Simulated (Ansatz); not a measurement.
A geometry of Be away from equilibrium: step 2 of the relaxation of a relaxed Be cell, doubled along one cell vector, shaken by Gaussian noise of σ = 0.08 Å a coordinate. All values below come from r2SCAN (plane waves to 500 eV, PAW, scalar-relativistic; Ansatz, a program for electronic structure). Γ-centred k-mesh 9×18×18 on the run's cell (coarser than for final values), Fermi–Dirac smearing 0.05 eV.

```
CELL_PARAMETERS angstrom
     -2.51231     2.49432     2.49844
      1.24470    -1.25673     1.24733
      1.24625     1.24682    -1.25879
ATOMIC_POSITIONS crystal
  Be 0.99251 0.96010 0.01677
  Be 0.48115 0.96322 0.98188
```

### Question
What forces act on the atoms (eV/Å)?

### Answer
```json
[
 {"atom": "Be1", "Fx": "-0.09", "Fy": "-0.23", "Fz": "-0.24"},
 {"atom": "Be2", "Fx": "0.09", "Fy": "0.23", "Fz": "0.24"}
]
```

### Question
What is the pressure?

### Answer
+1.2 GPa, compression positive.

No spin polarisation in the result.

The run could not lose the symmetry of its start.

Of the parent cell (Im-3m (No. 229)): it is a generated cell of Be: the first start was made by placing the elements on the sites of a structure type, and the end was not matched to a known phase here, so it may be hypothetical. Known forms of Be include space group No. 194.
